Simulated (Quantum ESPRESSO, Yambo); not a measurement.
## G0W0 results for CdSe

```xyz
4
Lattice="4.3037 0.0000 0.0000 -2.1519 3.7271 0.0000 0.0000 0.0000 7.0188" Properties=species:S:1:pos:R:3 pbc="T T T"
Se     2.1519     1.2424     6.1475
Se     0.0000     2.4847     2.6381
Cd     2.1519     1.2424     3.5094
Cd     0.0000     2.4847     7.0188
```

Cell and atoms were relaxed with PBEsol from Materials Project entry mp-1070, within its symmetry.

Starting point: norm-conserving PBE (stringent potentials; Quantum ESPRESSO, 120 Ry, no spin-orbit coupling). G0W0 in Yambo: 3×3×2 Γ-centred k mesh, bands 27 to 399 and a 12 Ry block in the screening, 399 bands in G with the Bruneval-Gonze terminator, plasmon pole fitted at 27.2 eV.

| Quantity | Result |
|---|---|
| PBE gap along the band path | 0.67 eV |
| PBE gap between the mesh's edge points (Γ → Γ) | 0.67 eV |
| G0W0 gap between the same points | 1.36 eV |

```json
[
 {"k point": "Γ", "band": "VB", "E PBE (eV)": "0.00", "E QP (eV)": "-0.64", "shift (eV)": "-0.64", "Z": "0.79"},
 {"k point": "Γ", "band": "CB", "E PBE (eV)": "0.67", "E QP (eV)": "0.72", "shift (eV)": "0.05", "Z": "0.81"},
 {"k point": "A", "band": "VB", "E PBE (eV)": "-0.40", "E QP (eV)": "-1.08", "shift (eV)": "-0.69", "Z": "0.79"},
 {"k point": "A", "band": "CB", "E PBE (eV)": "2.37", "E QP (eV)": "2.50", "shift (eV)": "0.12", "Z": "0.81"},
 {"k point": "K", "band": "VB", "E PBE (eV)": "-1.68", "E QP (eV)": "-2.47", "shift (eV)": "-0.80", "Z": "0.79"},
 {"k point": "K", "band": "CB", "E PBE (eV)": "4.24", "E QP (eV)": "4.05", "shift (eV)": "-0.19", "Z": "0.82"},
 {"k point": "H", "band": "VB", "E PBE (eV)": "-1.12", "E QP (eV)": "-1.84", "shift (eV)": "-0.72", "Z": "0.79"},
 {"k point": "H", "band": "CB", "E PBE (eV)": "3.77", "E QP (eV)": "3.95", "shift (eV)": "0.18", "Z": "0.81"}
]
```

Energies count from the PBE valence-band maximum.

Nearest settings tried, and what they do to the gap: 220 bands in G: +2 meV; 220 bands in W, 220 bands in G: -14 meV; 7 Ry block (251 vectors against 573): -55 meV. Not varied: mesh. So the settings aren't converged at that level. The k mesh is coarse.

Spin-orbit splittings are left out.
